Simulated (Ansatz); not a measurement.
Calculated ⁹⁷Mo nuclear quadrupole resonance for Si₂Mo under strain

Cell: a structure deposited in the COD, relaxed with PBE at fixed cell and then changed (z compressed by 3 %, ions relaxed).

```
Si Mo
1.0
    -1.60000    1.60000    3.81258
     1.60000   -1.60000    3.81258
     1.60000    1.60000   -3.81258
Si Mo
2 1
Direct
  0.33456 0.33456 0.00000
  0.66544 0.66544 0.00000
  0.00000 0.00000 0.00000
```

Atom numbers follow the list; atoms alike are taken as one site, whose name carries the number of the first.

The numbers come from a DFT calculation in Ansatz (PBE, plane waves and PAW, scalar-relativistic, 420 eV cutoff, Γ-centred 20×20×20 k-points, Fermi–Dirac smearing 0.05 eV).

⁹⁷Mo: I = 5/2, Q = 255.0 mb (year-2017 value). Static lattice, zero field.

Task: The simulated lines lie at 9.19, 18.4 MHz. What are |C_Q|, η and |V_zz| at Mo?

Result: For I = 5/2 and η = 0 the lines are 3|C_Q|/20 and twice that; η pulls their ratio below 2. Here |C_Q| = 61.3 MHz, η = 0.00 and |V_zz| = 9.94 × 10²¹ V/m². The calculation gives V_zz negative; the lines don't show the sign. The site has 10 Si at 2.55–2.59 Å.

An axis of threefold or higher order runs through Mo, so V_zz lies along it and η is zero.

With no gap above 0.1 eV, as in a metal, the gradients converge slowly in k; expect changes of a tenth or more on a denser mesh. Without spin–orbit coupling (the program notes it for Mo) the gradients can shift somewhat, as the gap is small. At this changed cell the PBE pressure is 10 GPa.
